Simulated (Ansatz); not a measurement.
Values for one crystal, relaxed and computed with LDA (plane waves, PAW; program Ansatz); other levels are named.

```yaml
volume_per_atom: 17.11 Å³
electronic_character: metallic (no gap)
Poisson's ratio: 0.44
hill_bulk_and_shear_moduli: 64.8 and 8.0 GPa
Bulk modulus (Birch–Murnaghan fit): 64.9 GPa
Density of states at the Fermi level: 0.35 states/eV per atom (mean over ±0.08 eV)
Elastic constants (relaxed ions, GPa): C11 = 89.2, C12 = 47.0, C13 = 60.2, C33 = 70.9, C44 = 4.1, C66 = 12.6
```

Q: Which of these materials gives this?
A. Zr, hcp (Mg type)
B. Ga, body-centred tetragonal
C. Sn, body-centred tetragonal
D. Mg, simple hexagonal

A: B, Ga, body-centred tetragonal

Space group I4/mmm (body-centred tetragonal). The first step of the workflow began from a Materials Project structure, measured or hypothetical; the Crystallography Open Database copy checked does not list it. It is not the phase usual at ambient conditions (space group No. 64). The cell was relaxed with LDA under the symmetry of its start; whether a distortion lowers the energy is not shown. As this level gives no gap, shear constants depend on the k-mesh and smearing (Fermi–Dirac, 0.1 eV here). Spin–orbit coupling is left out wherever it is not named.

Potentials: the earlier of the program's two PAW sets. The files were generated under PBE; for other functionals the program regenerates the frozen cores, and for LDA and PBEsol the local potential too.
